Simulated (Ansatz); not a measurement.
Relaxation of a relaxed Co cell, doubled along one cell vector, shaken by Gaussian noise of σ = 0.08 Å a coordinate; 8 atoms in the cell, which starts as P1 (No. 1), aP8; a = 2.4940 Å, b = 4.3197 Å, c = 8.0890 Å, α = β = γ = 90.00°. The numbers are results of PBE (plane waves to 420 eV, PAW, scalar-relativistic; Ansatz, a quantum-chemistry and plane-wave program), not measurements. Γ-centred k-mesh 15×8×4 on the run's cell (coarser than for final values), Fermi–Dirac smearing 0.05 eV. This is the first round of the run. Spin-polarised start, with parallel moments on Co.

The optimiser's lines from the output (shortened; P is positive under compression):

```
relax step   1: F+E_penalty+E_count = -41008.70699812 eV  Δ(F+E_penalty+E_count) = +0.000e0 eV  max|allowed force component| = 2.068e0 eV/Å  Δτ_max = 0.0000 Å  P = +3.354 GPa  Ω = 87.145 Å³  (16 SCF iters, dr2 threshold 1.00e-7 eV, accepted)
relax step   2: F+E_penalty+E_count = -41008.97433971 eV  Δ(F+E_penalty+E_count) = -2.673e-1 eV  max|allowed force component| = 1.331e0 eV/Å  Δτ_max = 0.0563 Å  P = +2.089 GPa  Ω = 86.908 Å³  (12 SCF iters, dr2 threshold 8.00e-7 eV, accepted)
relax step   3: F+E_penalty+E_count = -41009.20923455 eV  Δ(F+E_penalty+E_count) = -2.349e-1 eV  max|allowed force component| = 7.352e-2 eV/Å  Δτ_max = 0.1478 Å  P = -0.344 GPa  Ω = 87.203 Å³  (13 SCF iters, dr2 threshold 8.00e-7 eV, accepted)
relax step   4: F+E_penalty+E_count = -41009.21097541 eV  Δ(F+E_penalty+E_count) = -1.741e-3 eV  max|allowed force component| = 5.922e-3 eV/Å  Δτ_max = 0.0118 Å  P = +0.052 GPa  Ω = 87.043 Å³  (8 SCF iters, dr2 threshold 5.95e-7 eV, accepted)
relax step   5: F+E_penalty+E_count = -41009.21097768 eV  Δ(F+E_penalty+E_count) = -2.268e-6 eV  max|allowed force component| = 8.594e-4 eV/Å  Δτ_max = 0.0014 Å  P = +0.001 GPa  Ω = 87.063 Å³  (8 SCF iters, dr2 threshold 1.99e-8 eV, accepted)
relax step   6: F+E_penalty+E_count = -41009.21087721 eV  Δ(F+E_penalty+E_count) = +1.005e-4 eV  max|allowed force component| = 8.668e-4 eV/Å  Δτ_max = 0.0000 Å  P = -0.001 GPa  Ω = 87.063 Å³  stress off target by 5.95e-3 GPa  SCF on the basis re-selected at this cell (its energy is not comparable with the rows above)  (8 SCF iters)
```

From the first to the last row the energy changes by -0.06 eV/atom and the volume by -0.1 %. The last row is marked as not comparable with the walk above it, whose basis was carried along; it does compare with step 1, since both stand on a basis selected at the nominal cutoff for their own cell.

Later rounds, restarted from the end of this one on a renewed k-mesh, logged 4 more steps and released under 0.01 eV/atom more. The final structure after all rounds: P6₃/mmc (No. 194), hP4, AFLOW prototype A_hP4_194_ac (A3', as in La); a = 2.4940 Å, b = 2.4940 Å, c = 8.0891 Å, α = 90.00°, β = 90.00°, γ = 120.00°. Spin state reached: ferromagnetic (net 1.64 μB/atom), from parallel starting moments; other spin orders were not run from this start.

The relaxed structure here is a generated cell of Co: the first start was made by placing the elements on the sites of a structure type, and the end was not matched to a known phase here, so it may be hypothetical. A known form of Co has the same space group; whether the sites agree was not checked.
